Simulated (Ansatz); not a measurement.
# Cr (bcc): a workflow

**The experiment.** The Crystallography Open Database holds a cell as deposited of cubic Cr (space group Im-3m), temperature not stated (1963): a = 2.884 Å, 11.99 Å³/atom.

Level of theory: DFT, LDA, scalar-relativistic, collinear spin; plane waves to 420 eV with PAW datasets (Ansatz 0.2.0), Γ-centred 20×20×20 mesh, 0.05 eV Gaussian smearing. The datasets are Ansatz's generated set soft_2.

Starting cell, 0 % under the database's volume:

```
Cr
1.0
    -1.44000    1.44000    1.44000
     1.44000   -1.44000    1.44000
     1.44000    1.44000   -1.44000
Cr
1
Direct
  0.00000 0.00000 0.00000
```

Starting moments (μB, in the order of the atoms): 2.0.

The runs in order:

```csv
run,level,k-mesh,kind,V (Å³/atom),P (GPa),E − E(final) (meV/atom),gap on the mesh (eV)
1,LDA,20×20×20,fixed cell,11.94,-23.9,89.8,metal
2,LDA,20×20×20,fixed cell,10.75,2.6,0.7,metal
3,LDA,20×20×20,fixed cell,10.84,0.0,0.0,metal
```

Cell and atoms are those of this level's equilibrium.

The final structure (symmetry read at 0.01 Å). Symmetry: Im-3m, No. 229, cubic system. The conventional cell has a = 2.788 Å, b = 2.788 Å, c = 2.788 Å, α = 90.00°, β = 90.00°, γ = 90.00°. Around Cr (site symmetry m-3m) lie 8 Cr at 2.41 Å. (Neighbours are counted to 15 % beyond the shortest distance.)

- None of 4 magnetic starts ended more than 0.5 meV/atom under the solution without spin polarisation.
- At the final geometry the gap, band path included, is zero (metallic) and no site carries a moment.

**Against experiment.** LDA gives 2.788 Å and 10.84 Å³/atom, −9.6 % in volume (−3.3 % in length) from the database's cell. LDA overbinds and usually gives cells that are too small. The database's entry may also be off.
